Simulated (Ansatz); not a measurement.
Input and command of a plane-wave DFT calculation in Ansatz:

```yaml
crystal:
  lattice:
    - [1.6697702919, -4.7147111275, 0.0]
    - [1.6697702919, 4.7147111275, 0.0]
    - [0.0, 0.0, 3.5482015897]
  atoms:
    - { symbol: P, position: [0.8846297309, 0.1153702691, 0.0464720346] }
    - { symbol: P, position: [0.6153702691, 0.3846297309, 0.5464720346] }
    - { symbol: P, position: [0.1153702691, 0.8846297309, 0.9535279654] }
    - { symbol: P, position: [0.3846297309, 0.6153702691, 0.4535279654] }
basis:
  ecutwfc: 420
kpoints:
  mp_grid: { grid: [14, 14, 12] }
hamiltonian:
  xc: pbesol
  dispersion: d3bj
scf:
  occupations: { method: gaussian, width: 0.1 }
output:
  forces: true
  stress: true
  eigenvalues: true
relax:
  adjacent_minimum: "off"
  f_tol: 0.01
  max_steps: 30
  cell: { stress_tol: 0.1, fix: [volume] }
```

```bash
ansatz run input.yaml --threads 1 --pin off --max-ram 2560MiB --backend cpu --events-out ev --progress --plain --runs-dir out
```

Processor: Intel(R) Xeon(R) 6975P-C (Granite Rapids), 1 thread, on a host shared with other jobs.

Question: Estimate time, memory and problem size.

Answer: About 61 s on 1 thread of Intel(R) Xeon(R) 6975P-C (Granite Rapids), with other jobs on the host, peak memory 0.68 GiB. It solves 14 bands at 399 k points (the mesh reduced by the symmetry that the task leaves, which can be less than the crystal's) with about 1097 plane waves, in 30 SCF iterations over 7 ionic steps.
